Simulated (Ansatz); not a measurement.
## LaGeIr with magnetization, scf.max_iter changed

Level of theory: PBEsol, no spin polarisation, scalar-relativistic; Ansatz, plane waves to 420 eV (PAW set soft_2), k-mesh 3×3×3. These are the settings of the reference run.

Cell:

```
cell
1.0
    -4.3169    8.6337    0.0000
     8.6337    4.3169    0.0000
    -2.1584   -6.4753   -7.1095
Ge Ir La
10 10 10
Direct
  0.0343 0.9343 0.6686
  0.4343 0.1343 0.6686
  0.2343 0.5343 0.6686
  0.8343 0.3343 0.6686
  0.6343 0.7343 0.6686
  0.0843 0.0843 0.1686
  0.4843 0.2843 0.1686
  0.2843 0.6843 0.1686
  0.8843 0.4843 0.1686
  0.6843 0.8843 0.1686
  0.8629 0.7629 0.3257
  0.2629 0.9629 0.3257
  0.0629 0.3629 0.3257
  0.6629 0.1629 0.3257
  0.4629 0.5629 0.3257
  0.9129 0.9129 0.8257
  0.3129 0.1129 0.8257
  0.1129 0.5129 0.8257
  0.7129 0.3129 0.8257
  0.5129 0.7129 0.8257
  0.6548 0.9548 0.5096
  0.0548 0.1548 0.5096
  0.8548 0.5548 0.5096
  0.4548 0.3548 0.5096
  0.2548 0.7548 0.5096
  0.5048 0.5048 0.0096
  0.9048 0.7048 0.0096
  0.7048 0.1048 0.0096
  0.3048 0.9048 0.0096
  0.1048 0.3048 0.0096
```

The reference run of this cell is solved again as a single point with these keys changed:

| key | reference run | changed run |
| --- | --- | --- |
| magnetization | not typed | {spin_polarized: true, initial_magnetization: 1} |
| scf.max_iter | not typed | 60 |

How far do the results move?



| quantity | reference run | changed run |
| --- | --- | --- |
| energy, changed less reference (meV an atom) | 0 | 0.0 |
| pressure (GPa) | 0.0 | 0.0 |
| largest force (eV/Å) | 0.05 | 0.05 |
| gap on the mesh (eV) | 0.00 | 0.00 |

The results hardly move, so the changed setting does no harm here. It took 13 iterations.

Caveats: a single point, atoms not relaxed again.
